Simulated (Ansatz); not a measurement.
YSi: computed properties

Method: DFT r2SCAN, scalar-relativistic, plane waves, PAW in Ansatz 0.2.0.

Plane waves to 500 eV, a k mesh through Γ of 10×10×12 on the computed 4-atom cell and Gaussian smearing (0.10 eV); no spin polarisation.

The structure is relaxed at this level of theory with its symmetry kept. Whether it is the stable form of this composition wasn't checked.

```
Y Si
1.0
     2.14270   -5.27884    0.00000
     2.14270    5.27884    0.00000
     0.00000    0.00000    3.84292
Y Si
2 2
Direct
  0.14034 0.85966 0.25000
  0.85966 0.14034 0.75000
  0.42428 0.57572 0.25000
  0.57572 0.42428 0.75000
```

| Item | Value |
| --- | --- |
| Space group | Cmcm (No. 63) |
| Volume per atom | 146.7 bohr³ |
| Generalised Kohn–Sham band gap | none (metal) |
| Density of states at the Fermi level | 1.92 states/eV per cell |
| Löwdin character within 0.5 eV of the Fermi level | Y 4d 76 %, Si 3p 17 %, unprojected 4 % |
| Bulk modulus | 93 GPa |
| Its pressure derivative | 4.1 |
| Bader charges (e) | Y (2 in the cell) 1.51, Si (2 in the cell) -1.51 |

Cost: 6 runs of about 18 core-minutes in all, on Intel Xeon Platinum 8375C (Ice Lake) (shared hosts).